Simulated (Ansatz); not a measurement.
LiNbO₃:
```
CELL_PARAMETERS angstrom
      2.56866     1.48302     4.62883
     -2.56866     1.48302     4.62883
      0.00000    -2.96604     4.62883
ATOMIC_POSITIONS crystal
  Li 0.70223 0.70223 0.70223
  Li 0.20223 0.20223 0.20223
  Nb 0.98413 0.98413 0.98413
  Nb 0.48413 0.48413 0.48413
  O  0.62222 0.87650 0.26463
  O  0.87650 0.26463 0.62222
  O  0.26463 0.62222 0.87650
  O  0.76463 0.37650 0.12222
  O  0.37650 0.12222 0.76463
  O  0.12222 0.76463 0.37650
```

The program Ansatz at the r²SCAN level (PAW) gives a gap of 4.00 eV without spin–orbit coupling, maximum on the Γ–T line, 29 % of the way from Γ, minimum on the S2–F line, 10 % of the way from S2.

Q: What happens when spin–orbit coupling is switched on?

A: The gap decreases by 0.04 eV, to 3.96 eV; maximum on the Γ–T line, 29 % of the way from Γ, minimum on the S2–F line, 10 % of the way from S2.

Space group R3c. Symmetry was held in the r²SCAN relaxation. The run is not spin-polarised.

Potentials: the later of the program's two PAW sets.
